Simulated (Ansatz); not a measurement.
Consider the following.

MoP in space group P-6m2 (No. 187; Mo on 1a, P on 1d), a = b = 3.2414 Å, c = 3.1940 Å, α = β = 90.00°, γ = 120.00°.

This is the PBE-relaxed structure.

All from PBE (plane waves, PAW; program Ansatz), unless another level is named. Give the electronic character.

metallic (no gap).

And the density of states at the Fermi level?

0.40 states/eV per atom (mean over ±0.08 eV).

And the gap with spin–orbit coupling?

none (metallic).

The PBE relaxation kept the symmetry of its start; of distortions, only those at the zone centre were tested. No spin polarisation was allowed. Spin–orbit coupling is left out wherever it is not named.

Potentials: the later of the program's two PAW sets.
